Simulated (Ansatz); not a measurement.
## InRhAu, a known structure type with other elements, at an estimated volume

```
CELL_PARAMETERS angstrom
7.12424 0.00000 0.00000
-3.56212 6.16977 0.00000
0.00000 0.00000 3.97840
ATOMIC_POSITIONS crystal
Au 0.00000 0.00000 0.50000
In 0.24500 0.00000 0.00000
In 0.75500 0.75500 0.00000
In 0.00000 0.24500 0.00000
Au 0.33330 0.66670 0.00000
Au 0.66670 0.33330 0.00000
Rh 0.58500 0.00000 0.50000
Rh 0.41500 0.41500 0.50000
Rh 0.00000 0.58500 0.50000
```

Method: r2SCAN, no spin polarisation; PAW, plane waves to 500 eV, 6×6×9 Γ-centred mesh, fermi-dirac occupations (width 0.1 eV) (Ansatz 0.2.0), atoms fixed.

Question: Where is the largest force?

Answer: The largest is on In2 (and as large on other atoms): 2.61 eV/Å, components (2.61, 0.00, 0.00). It makes 131° with the line to a nearest neighbour, Au1 at 2.65 Å.

Question: What happens at the Fermi level?

Answer: It is a metal, with about 7.1 states/eV a cell as the mean within 0.25 eV of the Fermi level, mostly Rh d (70 %) and In p (13 %).

Question: Describe some of the short contacts.

Answer: Au–In at 2.65 Å: least valence density 0.39 e/Å³ and ELF 0.27 there. Au–Rh at 2.92 Å: least valence density 0.25 e/Å³ and ELF 0.21 there. In–In at 3.02 Å: least valence density 0.20 e/Å³ and ELF 0.25 there. These are pseudo-fields; inside the PAW spheres they differ from the all-electron ones.

Question: Which element gives electrons and which takes them?

Answer: Bader charges in e: In +0.79, Rh -0.07, Au -0.94 to -0.61. In the mean In gives up most and Au takes most.

Question: Is the cell too large or too small?

Answer: The pressure is -5.8 GPa (compression positive), so with the atoms held at these fractions the cell would first shrink; the forces are large, so a full relaxation may end otherwise.

Origin: a known structure type with other elements, at an estimated volume, so it need not be a known compound. Caveats: atoms or cell far from equilibrium.
